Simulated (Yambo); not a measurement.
Material: MgO (rock salt, space group Fm-3m, No. 225) under isotropic strain of +2 % on all lattice vectors; a = 3.0385 Å, b = 3.0385 Å, c = 3.0385 Å, α = 60.00°, β = 60.00°, γ = 60.00° (2 atoms in the cell). The PBEsol cell relaxed from Materials Project entry mp-1265 was given an isotropic strain of +2 % on all lattice vectors, and the atoms were relaxed again.

With PBEsol (Quantum ESPRESSO, PseudoDojo norm-conserving, 84 Ry, no spin-orbit coupling), the gap between the mesh's edge points (Γ → Γ) is 4.105 eV.

### Question
What does a G0W0 run in Yambo give for it (6×6×6 Γ-centred k mesh, bands 2 to 72 and a 14 Ry block in the screening, 72 bands in G with the Bruneval-Gonze terminator, plasmon pole fitted at 27.2 eV)?

### Answer
The correction is 2.400 eV, giving 6.505 eV, 1.6 times the PBEsol value.  Convergence of the G0W0 settings was not tested.
